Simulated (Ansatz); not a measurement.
A generator proposed this cell of Al₃GaIr.

```cif
data_structure
_symmetry_space_group_name_H-M 'P 1'
_symmetry_Int_Tables_number 1
_cell_length_a 4.1130
_cell_length_b 4.1130
_cell_length_c 4.1130
_cell_angle_alpha 90.000
_cell_angle_beta 90.000
_cell_angle_gamma 90.000
_cell_volume 69.58
loop_
_atom_site_label
_atom_site_type_symbol
_atom_site_fract_x
_atom_site_fract_y
_atom_site_fract_z
_atom_site_occupancy
Al1 Al 0.50000 0.00000 0.50000 1
Al2 Al 0.00000 0.50000 0.50000 1
Al3 Al 0.50000 0.50000 0.00000 1
Ga1 Ga 0.00000 0.00000 0.00000 1
Ir1 Ir 0.50000 0.50000 0.50000 1
```

Computed with DFT PBE, scalar-relativistic, plane waves, PAW in Ansatz. Settings: cutoff 420 eV, Γ-centred mesh 4×4×4 on the computed 5-atom cell, Gaussian smearing of 0.10 eV; no spin polarisation.

The zero of energy is the elements' standard structures at the same level; no fitted shifts are applied.

Question: How far from equilibrium is it?

Answer: The pressure is 84.7 GPa (it wants to expand), the largest force is 0.00 eV/Å (symmetry fixes the atoms), and the energy is +1.31 eV/atom against the elements. The shortest distance is 2.06 Å.

Question: How much does it gain on relaxing, and where does it end?

Answer: Relaxing gains about 1.4 eV/atom (the start's value is from the coarse mesh, so the gain is rough) in 12 ionic steps and ends at −0.12 eV/atom on the finer mesh. The symmetry stays Pm-3m (No. 221). The end has the antiperovskite type. The volume per atom grows by 55.9 %, from 13.9 to 21.7 Å³. The shortest distance goes from 2.06 Å (Al–Ir) to 2.38 Å (Al–Ir). Conventional cell: a = 4.769 Å. Al has 2 Ir at 2.38 Å, 4 Ga at 3.37 Å and 8 Al at 3.37 Å; Ga has 12 Al at 3.37 Å; around Ir lie 6 Al at 2.38 Å.

The last run used an 8×8×8 mesh for its 5-atom cell and Gaussian smearing of 0.10 eV. Spin–orbit coupling, which can matter for Ir, is left out. The relaxation can't lower the symmetry of the start. Symmetry constrained the relaxation, so the result can be a saddle point. Another cell of Al3GaIr relaxed alike, in Cm, lies 289 meV/atom lower, so this cell isn't the stable form at this level.
